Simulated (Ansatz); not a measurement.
## LiGa: frozen-core PAW against all-electron methods

```yaml
crystal:
  lattice:
    - [0.06169, 3.11535, 3.11535]
    - [3.11535, 0.06169, 3.11535]
    - [3.11535, 3.11535, 0.06169]
  atoms:
    - { symbol: Li, position: [0.00000, 0.00000, 0.00000] }
    - { symbol: Li, position: [0.25000, 0.25000, 0.25000] }
    - { symbol: Ga, position: [0.50000, 0.50000, 0.50000] }
    - { symbol: Ga, position: [0.75000, 0.75000, 0.75000] }
```

Atoms are numbered in the order listed.

The cell is COD entry 1540165, as deposited and not checked against the literature; nothing was relaxed. The listed cell was then made from it by scaling, straining or moving an atom.

Levels of theory: DFT, PBEsol, PAW with Ansatz's default frozen-core files, scalar-relativistic (Ansatz 0.2.0); DFT, PBEsol, all-electron PAW with datasets made for the crystal, scalar-relativistic (Ansatz 0.2.0); DFT, PBEsol, all-electron LAPW, scalar-relativistic (Ansatz 0.2.0).

For PAW: a Γ-centred 12×12×12 k mesh, Fermi–Dirac smearing of 0.05 eV, cutoff 420 eV, no spin polarisation; the PAW files were made with PBE, and the program remakes their frozen cores for this functional. The crystal-made all-electron datasets (AE datasets) take a cutoff of 260 eV at this cell. LAPW targets a basis error of 0.5 meV/atom. The Ansatz runs share mesh, smearing and spin set-up. Plane-wave (PAW) pressures include the program's estimate of the Pulay term.

Stress and pressure are positive in compression.

The change that made this cell: equal xy, yz and zx engineering shear strains of +2 %.

In a metal, gradients converge slowly with the k mesh: the values move by tens of per cent from one mesh to another, at times in sign, so only the comparison on one mesh counts.

```tsv
quantity	PAW	AE datasets	LAPW
pressure (GPa)	-0.21	-0.21	-0.21
stress yz (GPa)	-0.98	-0.98	-0.98
stress xz (GPa)	-0.98	-0.98	-0.98
stress xy (GPa)	-0.98	-0.98	-0.98
force on Ga3, z (eV/Å)	-0.029	-0.029	-0.029
largest principal field gradient Vzz at Ga3 (10²¹ V/m²)	1.40	1.41	–
```

PAW's pressure differs from the LAPW value by about 0.01 GPa or less.
